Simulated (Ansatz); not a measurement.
This run works on a proposed trial structure, not on a known crystal.

Input and command of a plane-wave DFT calculation in Ansatz:

```yaml
crystal:
  lattice:
    - [2.7846092711, 0.0, 0.0]
    - [-1.3923046355, 2.4115423684, 0.0]
    - [0.0, 0.0, 27.0786724946]
  atoms:
    - { symbol: Cu, position: [0.3333333333, 0.6666666667, 0.0394605083] }
    - { symbol: Cu, position: [0.6666666667, 0.3333333333, 0.9605394917] }
    - { symbol: Rh, position: [0.0, 0.0, 0.1221917477] }
    - { symbol: Rh, position: [0.6666666667, 0.3333333333, 0.2055575783] }
    - { symbol: Rh, position: [0.0, 0.0, 0.8778082523] }
    - { symbol: Rh, position: [0.3333333333, 0.6666666667, 0.7944424217] }
    - { symbol: Rh, position: [0.0, 0.0, 0.3737116666] }
    - { symbol: Rh, position: [0.6666666667, 0.3333333333, 0.4579128759] }
    - { symbol: Rh, position: [0.3333333333, 0.6666666667, 0.2895458188] }
    - { symbol: Rh, position: [0.6666666667, 0.3333333333, 0.7104541812] }
    - { symbol: Rh, position: [0.0, 0.0, 0.6262883334] }
    - { symbol: Rh, position: [0.3333333333, 0.6666666667, 0.5420871241] }
basis:
  ecutwfc: 420
kpoints:
  mp_grid: { grid: [12, 12, 2] }
hamiltonian:
  xc: pbe
scf:
  occupations: { method: gaussian, width: 0.1 }
output:
  forces: true
  stress: true
  eigenvalues: true
relax:
  adjacent_minimum: "off"
  f_tol: 0.01
  max_steps: 30
  cell: { stress_tol: 0.1, fix: [volume] }
```

```bash
ansatz run input.yaml --threads 1 --pin off --max-ram 2560MiB --backend cpu --events-out ev --progress --plain --runs-dir out
```

Processor: Intel(R) Xeon(R) Processor @ 2.50GHz (Skylake/Cascade Lake), 1 thread, on a host shared with other jobs.

How long does it run, and how much memory does it take?

About 7.5 min, peak memory 0.9 GiB. It solves 125 bands at 38 k points (after reduction by symmetry) with about 3607 plane waves, in 44 SCF iterations over 5 ionic steps.
